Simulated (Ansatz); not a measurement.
Given:

LaTeCl:
```
LaTeCl
1.0
    4.43973     0.00000     0.00000
    0.00000     4.43973     0.00000
    0.00000     0.00000     8.12276
La Te Cl
2 2 2
Cartesian
  0.00000   2.21987   6.17852
  2.21987   0.00000   1.94424
  0.00000   2.21987   2.93670
  2.21987   0.00000   5.18606
  0.00000   0.00000   0.00000
  2.21987   2.21987   0.00000
```

This is the LDA-relaxed structure.

Question: All from DFT-LDA in the program Ansatz with PAW potentials, unless another level is named. Predict the Born charges (a third of the trace).

Answer: La +4.16, Te -2.44, Cl -1.73 e.

Question: And the electronic dielectric constant ε∞ (DFPT)?

Answer: 9.60 (xx = yy), 7.94 (zz).

Question: And the static dielectric constant ε0 (ions relaxed, cell fixed)?

Answer: 18.7 (xx = yy), 14.3 (zz).

Space group P4/nmm. The first step of the workflow began from a Materials Project structure, measured or hypothetical; the Crystallography Open Database copy checked does not list it. Its standing as an ambient phase is unchecked. The cell was relaxed with LDA under the symmetry of its start; of distortions, only those at the zone centre were tested. Scalar-relativistic: spin–orbit coupling is off unless named, which matters more the heavier the elements.

Potentials: the later of the program's two PAW sets.
